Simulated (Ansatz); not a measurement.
BePd:
```
BePd
1.0
    2.79744     0.00000     0.00000
    0.00000     2.79744     0.00000
    0.00000     0.00000     2.79744
Be Pd
1 1
Direct
  0.00000   0.00000   0.00000
  0.50000   0.50000   0.50000
```

Relaxed with PBEsol. Special points in fractions of this cell's reciprocal vectors: Γ (0.000, 0.000, 0.000); X (0.000, 0.500, 0.000); M (0.500, 0.500, 0.000); R (0.500, 0.500, 0.500).

Problem. List the band energies nearest the Fermi level at these points for PBEsol (plane waves, PAW; program Ansatz).

Solution. In eV from the Fermi level; about four levels below and three above (degenerate sets whole), none deeper than 8.9 eV; points with the same levels are listed once.

```csv
k,below,above
Γ,-5.74 -5.74 -2.37 -2.37 -2.37,5.38 5.38 5.38
X,-3.97 -3.97 -2.23 -0.01,10.33 10.33 11.35
M,-3.42 -3.42 -1.93 -1.93 -1.31,5.53 6.18 8.83
R,-6.55 -6.55 -6.55 -1.23 -1.23,4.80 5.60 5.60 5.60
```

Space group Pm-3m (CsCl type). The first step of the workflow began from a Materials Project structure, measured or hypothetical; the Crystallography Open Database files this formula in space group No. 221, but the cells were not matched. Whether it is the stable phase at ambient conditions was not checked. Symmetry was held in the PBEsol relaxation; of distortions, only those at the zone centre were tested. The run is not spin-polarised. Scalar-relativistic: spin–orbit coupling is off unless named, which matters more the heavier the elements.

Potentials: the later of the program's two PAW sets.
